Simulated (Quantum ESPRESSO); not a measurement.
# Re3NbZr2PdAl: finding a planted mistake in a log

Simulated, not a measurement. The program is pw.x of Quantum ESPRESSO 7.5 (plane-wave density functional theory). The cell is made up: eight metal atoms on a hexagonal close-packed lattice, with elements, volume, strain and displacements drawn at random and not relaxed, so it may be unstable or far from any real phase. PseudoDojo standard norm-conserving files set the functional (PBE unless stated); there is no spin polarisation or spin-orbit coupling, the Fermi-Dirac width of 0.25 eV means electrons at about 2900 K, and the masses in the input are unused placeholders. Heavy elements are run without spin-orbit coupling, which real alloys of them have. A spin test at this wide smearing found no moment, but such smearing suppresses magnetism that the real alloy may have.

Intended input:

```
&control calculation='scf', pseudo_dir='./dojo.nc.sr.pbe.v0_5.standard.upf', outdir='./o', disk_io='medium', tprnfor=.true., tstress=.true. /
&system ibrav=0, nat=8, ntyp=5, nbnd=69, ecutwfc=82.02448710, nosym=.true., tot_charge=0,
 occupations='smearing', smearing='fd', degauss=0.0183746611
/
&electrons conv_thr=1.470e-08, electron_maxstep=70, mixing_beta=0.5 /
ATOMIC_SPECIES
Al 1.0 Al.upf
Nb 1.0 Nb.upf
Pd 1.0 Pd.upf
Re 1.0 Re.upf
Zr 1.0 Zr.upf
CELL_PARAMETERS angstrom
4.2456 -2.4967 0.0316
-2.9096 -0.0777 -4.7828
2.8604 5.0454 0.1128
ATOMIC_POSITIONS angstrom
Re -0.0917 0.0499 -0.2063
Re 1.3428 2.5246 0.0569
Nb 0.0094 1.4637 -2.2799
Zr 1.3896 4.1121 -2.4132
Pd 2.9074 -0.0189 -0.0049
Re 4.3184 2.6105 0.109
Al 1.3718 -0.8141 -2.4368
Zr 2.8939 1.7273 -2.2832
K_POINTS automatic
5 5 4 1 1 1
```

The log is shortened where brackets say so; the opening notice, blank lines, dates and the lines on written files are dropped, and the path of the files is cut. It prints rydbergs, bohrs and kilobars, and counts compression as positive stress. Its total energy is the free energy E - TS of the whole cell.

Log of the intended run:

```
     Program PWSCF v.7.5
     Parallel version (MPI & OpenMP), running on       1 processor cores
     Number of MPI processes:                 1
     Threads/MPI process:                     1
     [start-up lines left out]
     bravais-lattice index     =            0
     lattice parameter (alat)  =       9.3077  a.u.
     unit-cell volume          =     913.0113 (a.u.)^3
     number of atoms/cell      =            8
     number of atomic types    =            5
     number of electrons       =       103.00
     number of Kohn-Sham states=           69
     kinetic-energy cutoff     =      82.0245  Ry
     charge density cutoff     =     328.0979  Ry
     scf convergence threshold =      1.5E-08
     mixing beta               =       0.5000
     number of iterations used =            8  plain     mixing
     Exchange-correlation= PBE
                           (   1   4   3   4   0   0   0)
     [axes and pseudopotential details left out]
   Cartesian axes
     site n.     atom                  positions (alat units)
         1        Re     tau(   1) = (  -0.0186178   0.0101311  -0.0418849  )
         2        Re     tau(   2) = (   0.2726272   0.5125668   0.0115523  )
         3        Nb     tau(   3) = (   0.0019085   0.2971734  -0.4628857  )
         4        Zr     tau(   4) = (   0.2821290   0.8348753  -0.4899494  )
         5        Pd     tau(   5) = (   0.5902863  -0.0038372  -0.0009948  )
         6        Re     tau(   6) = (   0.8767601   0.5300070   0.0221302  )
         7        Al     tau(   7) = (   0.2785151  -0.1652859  -0.4947409  )
         8        Zr     tau(   8) = (   0.5875454   0.3506919  -0.4635557  )
     number of k points=    50  Fermi-Dirac smearing, width (Ry)=  0.0184
                       cart. coord. in units 2pi/alat
        k(    1) = (   0.1437749   0.0447906  -0.1911742), wk =   0.0400000
        k(    2) = (   0.2524776   0.2287631  -0.2602919), wk =   0.0400000
     [further k points left out]
     Dense  grid:    91639 G-vectors     FFT dimensions: (  54,  64,  64)
     Estimated max dynamical RAM per process >     175.80 MB
     Initial potential from superposition of free atoms
     starting charge     102.9894, renormalised to     103.0000
     Starting wfcs are   73 randomized atomic wfcs
     total cpu time spent up to now is       37.8 secs
     per-process dynamical memory:    92.0 Mb
     Self-consistent Calculation
     iteration #  1     ecut=    82.02 Ry     beta= 0.50
     Davidson diagonalization with overlap
     ethr =  1.00E-02,  avg # of iterations =  3.2
     total cpu time spent up to now is      127.5 secs
     total energy              =   -1113.06274145 Ry
     estimated scf accuracy    <      15.88155507 Ry
     iteration #  2     ecut=    82.02 Ry     beta= 0.50
     Davidson diagonalization with overlap
     ethr =  1.00E-02,  avg # of iterations =  3.0
     total cpu time spent up to now is      224.2 secs
     total energy              =   -1119.89940299 Ry
     estimated scf accuracy    <      48.02543179 Ry
     [iterations 3 to 16 left out]
     iteration # 17     ecut=    82.02 Ry     beta= 0.50
     Davidson diagonalization with overlap
     ethr =  1.41E-10,  avg # of iterations =  3.6
     total cpu time spent up to now is     1278.0 secs
     total energy              =   -1123.40264075 Ry
     estimated scf accuracy    <       0.00000010 Ry
     iteration # 18     ecut=    82.02 Ry     beta= 0.50
     Davidson diagonalization with overlap
     ethr =  9.82E-11,  avg # of iterations =  1.4
     total cpu time spent up to now is     1338.3 secs
     End of self-consistent calculation
     [lines on levels left out]
!    total energy              =   -1123.40264075 Ry
     estimated scf accuracy    <       0.00000001 Ry
     smearing contrib. (-TS)   =      -0.12175613 Ry
     internal energy E=F+TS    =   -1123.28088462 Ry
     The total energy is F=E-TS. E is the sum of the following terms:
     one-electron contribution =    -285.07848827 Ry
     hartree contribution      =     198.12615129 Ry
     xc contribution           =    -214.72147799 Ry
     ewald contribution        =    -821.60706966 Ry
     convergence has been achieved in  18 iterations
     Forces acting on atoms (cartesian axes, Ry/au):
     atom    1 type  4   force =     0.02706461   -0.01217564    0.04799737
     atom    2 type  4   force =     0.02042852   -0.00039009    0.02168523
     atom    3 type  2   force =     0.00085667    0.04886782   -0.05776344
     atom    4 type  5   force =    -0.01198709    0.01330877   -0.00797277
     atom    5 type  3   force =    -0.02896200    0.02861879    0.00515778
     atom    6 type  4   force =    -0.03240646   -0.00635485   -0.02610344
     atom    7 type  1   force =     0.04111720   -0.01837827    0.00285669
     atom    8 type  5   force =    -0.01611145   -0.05349652    0.01414259
     Total force =     0.137827     Total SCF correction =     0.000481
     Computing stress (Cartesian axis) and pressure
          total   stress  (Ry/bohr**3)                   (kbar)     P=       30.30
   0.00033547   0.00003184  -0.00000871           49.35        4.68       -1.28
   0.00003184   0.00027790  -0.00004227            4.68       40.88       -6.22
  -0.00000871  -0.00004227   0.00000464           -1.28       -6.22        0.68
     init_run     :     34.81s CPU     37.61s WALL (       1 calls)
     electrons    :   1258.21s CPU   1300.54s WALL (       1 calls)
     forces       :     12.27s CPU     12.39s WALL (       1 calls)
     stress       :     44.62s CPU     44.89s WALL (       1 calls)
     [timing details left out]
     PWSCF        :  22m30.40s CPU  23m17.28s WALL
     JOB DONE.
```

A second run was made from an input with one planted mistake. Its log:

```
     Program PWSCF v.7.5
     Parallel version (MPI & OpenMP), running on       1 processor cores
     Number of MPI processes:                 1
     Threads/MPI process:                     1
     [start-up lines left out]
     bravais-lattice index     =            0
     lattice parameter (alat)  =       9.1588  a.u.
     unit-cell volume          =     869.8978 (a.u.)^3
     number of atoms/cell      =            8
     number of atomic types    =            5
     number of electrons       =       103.00
     number of Kohn-Sham states=           69
     kinetic-energy cutoff     =      82.0245  Ry
     charge density cutoff     =     328.0979  Ry
     scf convergence threshold =      1.5E-08
     mixing beta               =       0.5000
     number of iterations used =            8  plain     mixing
     Exchange-correlation= PBE
                           (   1   4   3   4   0   0   0)
     [axes and pseudopotential details left out]
   Cartesian axes
     site n.     atom                  positions (alat units)
         1        Re     tau(   1) = (  -0.0186108   0.0101307  -0.0418846  )
         2        Re     tau(   2) = (   0.2726213   0.5125603   0.0115544  )
         3        Nb     tau(   3) = (   0.0018982   0.2971744  -0.4628765  )
         4        Zr     tau(   4) = (   0.2821331   0.8348654  -0.4899467  )
         5        Pd     tau(   5) = (   0.5902841  -0.0038377  -0.0009904  )
         6        Re     tau(   6) = (   0.8767500   0.5299950   0.0221390  )
         7        Al     tau(   7) = (   0.2785223  -0.1652894  -0.4947335  )
         8        Zr     tau(   8) = (   0.5875399   0.3506959  -0.4635574  )
     number of k points=    50  Fermi-Dirac smearing, width (Ry)=  0.0184
                       cart. coord. in units 2pi/alat
        k(    1) = (   0.1437765   0.0447919  -0.1911743), wk =   0.0400000
        k(    2) = (   0.2524813   0.2287655  -0.2602935), wk =   0.0400000
     [further k points left out]
     Dense  grid:    87281 G-vectors     FFT dimensions: (  54,  64,  64)
     Estimated max dynamical RAM per process >     169.07 MB
     Initial potential from superposition of free atoms
     starting charge     102.9894, renormalised to     103.0000
     Starting wfcs are   73 randomized atomic wfcs
     total cpu time spent up to now is       32.5 secs
     per-process dynamical memory:    96.3 Mb
     Self-consistent Calculation
     iteration #  1     ecut=    82.02 Ry     beta= 0.50
     Davidson diagonalization with overlap
     ethr =  1.00E-02,  avg # of iterations =  3.3
     total cpu time spent up to now is      121.2 secs
     total energy              =   -1113.45967941 Ry
     estimated scf accuracy    <      15.31842695 Ry
     iteration #  2     ecut=    82.02 Ry     beta= 0.50
     Davidson diagonalization with overlap
     ethr =  1.00E-02,  avg # of iterations =  3.0
     total cpu time spent up to now is      209.1 secs
     total energy              =   -1120.21120056 Ry
     estimated scf accuracy    <      43.98392027 Ry
     [iterations 3 to 16 left out]
     iteration # 17     ecut=    82.02 Ry     beta= 0.50
     Davidson diagonalization with overlap
     ethr =  1.96E-09,  avg # of iterations =  1.0
     total cpu time spent up to now is     1236.9 secs
     total energy              =   -1123.37898701 Ry
     estimated scf accuracy    <       0.00000005 Ry
     iteration # 18     ecut=    82.02 Ry     beta= 0.50
     Davidson diagonalization with overlap
     ethr =  5.01E-11,  avg # of iterations =  4.0
     total cpu time spent up to now is     1310.3 secs
     End of self-consistent calculation
     [lines on levels left out]
!    total energy              =   -1123.37898701 Ry
     estimated scf accuracy    <       0.00000001 Ry
     smearing contrib. (-TS)   =      -0.11510070 Ry
     internal energy E=F+TS    =   -1123.26388631 Ry
     The total energy is F=E-TS. E is the sum of the following terms:
     one-electron contribution =    -265.70855907 Ry
     hartree contribution      =     192.55166986 Ry
     xc contribution           =    -215.14484437 Ry
     ewald contribution        =    -834.96215273 Ry
     convergence has been achieved in  18 iterations
     Forces acting on atoms (cartesian axes, Ry/au):
     atom    1 type  4   force =     0.03909707   -0.01951935    0.06068584
     atom    2 type  4   force =     0.02739579   -0.00173480    0.02926726
     atom    3 type  2   force =    -0.00235564    0.05629726   -0.07295407
     atom    4 type  5   force =    -0.01664153    0.01510023   -0.00997413
     atom    5 type  3   force =    -0.03762172    0.03587116    0.00544410
     atom    6 type  4   force =    -0.04421995   -0.00672465   -0.03117449
     atom    7 type  1   force =     0.04643774   -0.02165551    0.00371279
     atom    8 type  5   force =    -0.01209176   -0.05763436    0.01499270
     Total force =     0.168346     Total SCF correction =     0.000297
     Computing stress (Cartesian axis) and pressure
          total   stress  (Ry/bohr**3)                   (kbar)     P=      134.78
   0.00104939   0.00004271  -0.00001785          154.37        6.28       -2.63
   0.00004271   0.00098219  -0.00005993            6.28      144.48       -8.82
  -0.00001785  -0.00005993   0.00071703           -2.63       -8.82      105.48
     init_run     :     29.98s CPU     32.32s WALL (       1 calls)
     electrons    :   1208.35s CPU   1277.87s WALL (       1 calls)
     forces       :      9.76s CPU      9.85s WALL (       1 calls)
     stress       :     44.55s CPU     44.76s WALL (       1 calls)
     [timing details left out]
     PWSCF        :  21m32.99s CPU  22m47.62s WALL
     JOB DONE.
```

Question: the log repeats what the program read. Compare it with the intended run: what was wrong in the second input?

Answer: the cell and the positions are scaled by a wrong factor. The input lines that differ:

```
- 4.2456 -2.4967 0.0316
- -2.9096 -0.0777 -4.7828
- 2.8604 5.0454 0.1128
+ 4.1777 -2.4568 0.0311
+ -2.863 -0.0765 -4.7063
+ 2.8146 4.9647 0.111
- Re -0.0917 0.0499 -0.2063
- Re 1.3428 2.5246 0.0569
- Nb 0.0094 1.4637 -2.2799
- Zr 1.3896 4.1121 -2.4132
- Pd 2.9074 -0.0189 -0.0049
- Re 4.3184 2.6105 0.109
- Al 1.3718 -0.8141 -2.4368
- Zr 2.8939 1.7273 -2.2832
+ Re -0.0902 0.0491 -0.203
+ Re 1.3213 2.4842 0.056
+ Nb 0.0092 1.4403 -2.2434
+ Zr 1.3674 4.0463 -2.3746
+ Pd 2.8609 -0.0186 -0.0048
+ Re 4.2493 2.5687 0.1073
+ Al 1.3499 -0.8011 -2.3978
+ Zr 2.8476 1.6997 -2.2467
```

|  | intended run | run with the mistake |
| --- | --- | --- |
| free energy (eV) | -15284.672 | -15284.350 |
| entropy term -TS, part of it (eV) | -1.657 | -1.566 |
| pressure (GPa) | 3.03 | 13.48 |
| size of the largest force component (eV/Å) | 1.485 | 1.876 |
| largest change of a force component (eV/Å) |  | 0.391 |
| iterations | 18 | 18 |

For scale, a rerun of the intended cell at a higher cutoff and on a denser mesh moved values by no more than 0.003 eV in energy, 0.03 GPa in stress and 0.012 eV/Å in force, and a second program with other atomic files agreed on that cell to 2 % rms in force and 0.5 GPa in pressure.